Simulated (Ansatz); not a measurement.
GaP (rock salt, Fm-3m) at seven volumes, the program Ansatz at the PBE level (PAW), scaled uniformly. One row is withheld.

```
V (Å³/atom)  P (GPa)
-----------  -------
15.607         10.37
16.121          6.31
16.636          2.89
17.150          0.00
17.665             ?
18.179         -4.47
18.694         -6.19
```

### Question
Fit the shown pressures and predict the withheld one.

### Answer
P = (3/2)B₀(x^(7/2) − x^(5/2))[1 + (3/4)(B′ − 4)(x − 1)] with x = (V₀/V)^(2/3). Least squares on the six rows gives V₀ = 17.151 Å³/atom, B₀ = 88.0 GPa, B′ = 4.70. At V = 17.665, x = 0.9805 and P = -2.42 GPa. The run itself gave -2.43 GPa.

The start of the workflow was typed in or built on a structure type; neither database checked (COD, Materials Project) lists it. It is not the phase usual at ambient conditions (space group No. 216). The cell was relaxed with PBE under the symmetry of its start; whether a distortion lowers the energy is not shown. Spin–orbit coupling is left out wherever it is not named.

Potentials: the earlier of the program's two PAW sets.
